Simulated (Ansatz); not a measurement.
# MoPt, first-principles data

MoPt (CsCl type, Pm-3m), a = 3.140 Å, b = 3.140 Å, c = 3.140 Å, α = 90.00°, β = 90.00°, γ = 90.00°.

Space group Pm-3m (No. 221), CsCl type; conventional cell a = b = c = 3.1402 Å, α = β = γ = 90.00°.

Method: plane-wave PAW PBEsol (Ansatz code). Structure relaxed to zero pressure with the same functional. Other levels are named where they apply.

Cell and energy:

```
Quantity                                                     Result
-----------------------------------------------------  ------------
Volume per atom                                            15.48 Å³
Density                                                 15.61 g/cm³
Formation energy from the elements (no fitted shifts)  0.24 eV/atom
```

Electronic structure:

```
Item                                                                       Result
------------------------------------  -------------------------------------------
Electronic character                                            metallic (no gap)
Density of states at the Fermi level  1.5 states/eV per atom (mean over ±0.08 eV)
Gap with spin–orbit coupling                                      none (metallic)
```

Mechanics:

```
Quantity                                                                Value
-------------------------------------  --------------------------------------
Bulk modulus (Birch–Murnaghan fit)                                    272 GPa
Pressure derivative B′                                                    4.7
Elastic constants (relaxed ions, GPa)        C11 = 75.8, C12 = 370, C44 = 114
Mechanical stability                   unstable (C has a negative eigenvalue)
```

Phonons:

```
Item                                            Value
-----------------------------  ----------------------
Highest zone-centre frequency                 24 cm⁻¹
Zone-centre stability          no imaginary mode at Γ
```

The start of the workflow was typed in or built on a structure type; neither database checked (COD, Materials Project) lists it. Its standing as an ambient phase is unchecked. Symmetry was held in the PBEsol relaxation. No spin polarisation was allowed. Its formation energy is positive at this level, so the cell may be metastable or incomplete. As this level gives no gap, shear constants depend on the k-mesh and smearing (Fermi–Dirac, 0.1 eV here). As this level gives no gap, phonon frequencies hold no LO–TO term and depend on the k-mesh and smearing (Fermi–Dirac, 0.1 eV here). On the denser mesh and wider smearing of the elastic run this cell carries a stress of 0.3 GPa. The references are the lowest solids computed at this level, not always the standard phases. Scalar-relativistic: spin–orbit coupling is off unless named, which matters more the heavier the elements.

Potentials: the earlier of the program's two PAW sets. The files were generated under PBE; for other functionals the program regenerates the frozen cores, and for LDA and PBEsol the local potential too.
